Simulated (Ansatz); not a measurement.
## HfZr$_{3}$Se$_{8}$: relaxed-ion elastic tensor

All numbers below come from Ansatz, DFT PBE, scalar-relativistic, plane waves, PAW. Plane waves to 420 eV; Γ-centred k mesh 6×6×6; fixed occupations. No spin polarisation.

The cell, relaxed at this level:
```xyz
12
Lattice="7.5839 0.0000 0.0000 -3.7919 6.5678 0.0000 0.0000 0.0000 6.9322" Properties=species:S:1:pos:R:3 pbc="T T T"
Zr   -1.8960    3.2839    0.0000
Zr    3.7919    0.0000    0.0000
Zr    1.8960    3.2839    0.0000
Hf    0.0000    0.0000    0.0000
Se    1.8836    1.0875    5.3519
Se    0.0000    4.3786    5.3478
Se    5.7002    1.0875    5.3519
Se    3.7919    4.3928    5.3519
Se    0.0000    2.1750    1.5803
Se   -1.9083    5.4803    1.5803
Se    3.7919    2.1893    1.5844
Se    1.9083    5.4803    1.5803
```

It was reached by relaxing an invented guess, and it needn't be the stable form of this composition. Spin–orbit coupling is left out, which matters for heavy elements. No dispersion correction is applied, so modes and constants that involve weak contacts between layers, chains or molecules come out too soft.

(1) Give the relaxed-ion elastic constants (GPa, Voigt order xx yy zz yz xz xy, on the Cartesian axes of the cell above).

(2) Is the crystal stable against homogeneous strain?

(3) And the moduli of a polycrystal (Hill averages)?

## Answers

(1)
C11 = 93.8, C12 = 18.9, C13 = 0.3, C14 = -0.1, C22 = 93.8, C23 = 0.3, C24 = 0.1, C33 = 3.0, C44 = 1.0, C55 = 1.0, C56 = -0.1, C66 = 37.5 GPa; the others vanish.

(2) Yes: the least eigenvalue of the tensor is 1.0 GPa.

(3) B = 14 GPa, G = 11 GPa, E = 26 GPa, ν = 0.20.
